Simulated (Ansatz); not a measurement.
## C₂SeN₂: short molecular dynamics at 1500 K

All numbers below come from DFT PBE+D3(BJ), scalar-relativistic, plane waves, PAW in Ansatz 0.2.0. Settings: plane waves to 420 eV, k-mesh 2×2×1 (shifted by 0.5, 0.5, 0.0 steps), Fermi–Dirac smearing 0.13 eV. The mesh is coarse. No spin polarisation.

20 atoms, starting at 1.10 times the perfect crystal's volume (space group Cmce); Langevin thermostat at 1500 K (friction 0.02 fs⁻¹), fixed cell; 300 steps of 2 fs. The run is short and not equilibrated.

First frame:

```yaml
crystal:
  lattice:
    - [4.55598, -3.72372, 0.00000]
    - [4.55598, 3.72372, 0.00000]
    - [0.00000, 0.00000, 13.47623]
  atoms:
    - { symbol: C, position: [0.98059, 0.32016, 0.62320] }
    - { symbol: C, position: [0.32016, 0.98059, 0.37680] }
    - { symbol: C, position: [0.82016, 0.48059, 0.12320] }
    - { symbol: C, position: [0.48059, 0.82016, 0.87680] }
    - { symbol: C, position: [0.01941, 0.67984, 0.37680] }
    - { symbol: C, position: [0.67984, 0.01941, 0.62320] }
    - { symbol: C, position: [0.17984, 0.51941, 0.87680] }
    - { symbol: C, position: [0.51941, 0.17984, 0.12320] }
    - { symbol: Se, position: [0.64707, 0.35293, 0.62427] }
    - { symbol: Se, position: [0.35293, 0.64707, 0.37573] }
    - { symbol: Se, position: [0.85293, 0.14707, 0.12427] }
    - { symbol: Se, position: [0.14707, 0.85293, 0.87573] }
    - { symbol: N, position: [0.18661, 0.30862, 0.62220] }
    - { symbol: N, position: [0.30862, 0.18661, 0.37780] }
    - { symbol: N, position: [0.80862, 0.68661, 0.12220] }
    - { symbol: N, position: [0.68661, 0.80862, 0.87780] }
    - { symbol: N, position: [0.81339, 0.69138, 0.37780] }
    - { symbol: N, position: [0.69138, 0.81339, 0.62220] }
    - { symbol: N, position: [0.19138, 0.31339, 0.87780] }
    - { symbol: N, position: [0.31339, 0.19138, 0.12220] }
```

* Mean temperature over the second half: 1506 K
* Mean pressure over the second half (kinetic part included): 0.6 GPa
* Mean potential energy above the perfect crystal (relaxed, at volume ratio 1; besides heat the difference comes from the volume, 10 % larger, and the crystal's own forces of up to 0.16 eV/Å; its own run had another smearing, without effect beside its gap): 208 meV/atom
* Mean-square drift of C from first to last step (mean shift of all atoms removed): 0.40 Å²
* Mean-square drift of N from first to last step (mean shift of all atoms removed): 0.81 Å²
* Mean-square drift of Se from first to last step (mean shift of all atoms removed): 0.96 Å²

Pair distribution functions g(r), second half of the run, up to half the cell's height:

```
r (Å) C-C   C-N  C-Se N-N
 1.05  0.0   0.6   0.0  0.0
 1.15  0.0  26.3   0.0  0.0
 1.25  0.0   6.4   0.0  0.0
 1.35  0.0   0.0   0.0  0.0
 1.45  0.0   0.0   0.0  0.0
 1.55  0.0   0.0   0.0  0.0
 1.65  0.0   0.0   0.8  0.0
 1.75  0.0   0.0   4.6  0.0
 1.85  0.0   0.0  10.4  0.0
 1.95  0.0   0.0   7.1  0.0
 2.05  0.0   0.0   2.4  0.0
 2.15  0.0   0.0   0.3  0.0
 2.25  0.1   0.1   0.1  0.0
 2.35  0.1   0.1   0.0  0.0
 2.45  0.4   0.2   0.0  0.0
 2.55  0.9   0.2   0.0  0.3
 2.65  1.4   0.1   0.0  0.8
 2.75  1.1   0.6   0.0  0.9
```

Along the run (potential energy from its first value; pressure with the kinetic part):

```
t (fs) T (K)  ΔE_pot (meV/atom) P (GPa)
   0.0   1425                0.0     -5.8
  24.0   1109               77.1      3.2
  48.0   1055               86.4     -3.4
  72.0    903              101.3     -1.8
  96.0    921              108.6     -0.5
 120.0   1034              115.6     -1.3
 144.0   1619               80.5      1.2
 168.0    936              141.9      1.5
 192.0   1325               97.4      0.5
 216.0   1016              137.4     -1.8
 240.0   2267              101.6      1.8
 264.0   1990              155.0      0.2
 288.0   1956              173.1     -1.7
 312.0   1753              202.1      2.8
 336.0   2135              182.4     -0.2
 360.0   1734              192.7      0.4
 384.0   1683              178.9      2.8
 408.0   1578              184.6     -1.9
 432.0   1827              162.3     -0.7
 456.0   1513              173.5      3.0
 480.0   1257              152.8     -1.2
 504.0   1037              132.4     -1.1
 528.0   1200              140.6      2.4
 552.0   1237              125.9      2.4
 576.0   1260              143.1     -0.4
 600.0   1341              142.2      1.1
```

Cost: 1 run of about 59 core-minutes (earlier runs that led there not counted), on Arm Neoverse V1 (shared hosts).